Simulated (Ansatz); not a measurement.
Q: Name crystals whose computed values (r²SCAN in the plane-wave PAW code Ansatz) fall in these windows: gap (eV) 2.4 to 3.1; B₀ by P(V) fit (GPa) 5.8 to 8.2.

A: 

```tsv
crystal	gap (eV)	B₀ by P(V) fit (GPa)
Cl, molecular I2 type	2.63	6.9
```
Others may fit too.

Gas or liquid at ambient conditions: Cl, molecular I2 type. Weakly bound layers, chains or molecules computed without a dispersion correction, so cells and soft constants are ill determined: Cl, molecular I2 type. The cell was relaxed under the symmetry of its start.

Potentials: the later of the program's two PAW sets.
